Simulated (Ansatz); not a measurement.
## A plane-wave run on Mg2B3H2

Input file of Ansatz 0.2.0:

```yaml
crystal:
  lattice:
    - [3.069161, 0.0, 0.0]
    - [-1.534581, 2.657973, 0.0]
    - [0.0, 0.0, 7.670416]
  atoms:
    - { symbol: H, position: [0.3333, 0.6667, 0.5666] }
    - { symbol: H, position: [0.6667, 0.3333, 0.4334] }
    - { symbol: Mg, position: [0.6667, 0.3333, 0.8399] }
    - { symbol: Mg, position: [0.3333, 0.6667, 0.1601] }
    - { symbol: B, position: [0.3333, 0.6667, 0.6949] }
    - { symbol: B, position: [0.6667, 0.3333, 0.3051] }
    - { symbol: B, position: [0.0, 0.0, 0.0] }
  symmetry: { tolerance: 0.0003 }
kpoints:
  mp_grid: { grid: [12, 12, 5], shift: [0, 0, 0] }
  band_path:
    path:
      - [0.0, 0.0, 0.0]
      - [0.5, 7.0e-08, 0.0]
      - [0.33333333, 0.3333334, 0.0]
      - [0.0, 0.0, 0.0]
      - [0.0, 0.0, 0.5]
      - [0.5, 7.0e-08, 0.5]
      - [0.33333333, 0.3333334, 0.5]
      - [0.0, 0.0, 0.5]
      - [0.5, 7.0e-08, 0.5]
      - [0.5, 7.0e-08, 0.0]
      - [0.33333333, 0.3333334, 0.5]
    npoints: 6
magnetization:
  spin_polarized: false
scf:
  occupations: { method: fermi_dirac }
  lower_state_search: "off"
  max_iter: 200
hamiltonian:
  pseudopotentials: { kind: paw }
  xc: pbe
basis:
  ecutwfc: 420
  fft_grid_basis: typed
output:
  forces: true
  stress: true
  eigenvalues: true
  bader: true
  populations: true
  elf: true
  write_potential: true
  volumetric_format: npy
  dos:
    e_range: [-12, 8]
    de: 0.05
    projected: { site_lists: { B: [B], H: [H], Mg: [Mg] } }
checkpoint:
  read: saved_state
```

The run starts from an earlier solution of this cell. 

Output (shortened):

```
Free energy (F): -4335.1256 eV
Harris-Foulkes:  -4335.1256 eV  (|F-HF|=1.36e-8)
Internal energy: -4335.0648 eV  (E = F + TS)
E sigma→0 (E₀):  -4335.0952 eV
Entropy (-TS):   -0.0607 eV (-8.677 meV/atom)
Fermi energy:    6.9338 eV
--- Per-component energies (eV) ---
  E_band       = -641.1512
  E_kinetic    = 332.0592
  E_local      = -3846.0791  (includes V_loc(G=0)·N_el)
  E_nonlocal   = 241.4937
  E_hartree    = 1451.6530
  E_xc         = -175.4892
  E_vxc        = -216.4260  (∫ρ·V_xc dr)
  E_paw        = -817.7883  (= ΣΔE_a)
  E_vpaw       = -55.5007  (= ΣTr[D̂ρ^β])
  E_aug_tail   = -0.0034  (compensation charges beyond the density's cutoff)
  E_ewald      = -1520.9107
  E_smearing   = -0.0607  (= −TS)
--- Forces (eV/Å), atoms counted from 1 ---
  atom   1  H      0.0000     0.0000    -8.5031
  atom   2  H      0.0000     0.0000     8.5031
  atom   3  Mg     0.0000     0.0000     0.9870
  atom   4  Mg     0.0000     0.0000    -0.9870
  atom   5  B      0.0000     0.0000     5.0684
  atom   6  B      0.0000     0.0000    -5.0684
  atom   7  B      0.0000     0.0000     0.0000
--- Stress (GPa, compression-positive) ---
       36.0989       0.0000       0.0000
        0.0000      36.0989       0.0000
        0.0000       0.0000      88.6413
  P = ⅓ Tr σ = 53.6131 GPa (536.131 kbar)
--- Löwdin populations: 7 sites ---
  site symbol       q [e]
     0      H      0.9177
     1      H      0.9177
     2     Mg      8.4311
     3     Mg      8.4311
     4      B      3.8618
     5      B      3.8618
     6      B      4.3374
  spilling = 0.0078 (of n_electrons = 31.0000)
--- Bader charges: 7 sites ---
  site symbol  charge [e]  shift [e]
     0      H     -0.7840     0.0004
     1      H     -0.7840     0.0004
     2     Mg      1.5022     0.0039
     3     Mg      1.5022     0.0039
     4      B     -0.0596     0.0026
     5      B     -0.0596     0.0026
     6      B     -1.3173     0.0035
```

Total energies depend on the potentials used, so only differences within one code and one set of settings carry meaning.

Origin: a known structure type with other elements, at an estimated volume, so it need not be a known compound. Caveats: atoms or cell far from equilibrium.
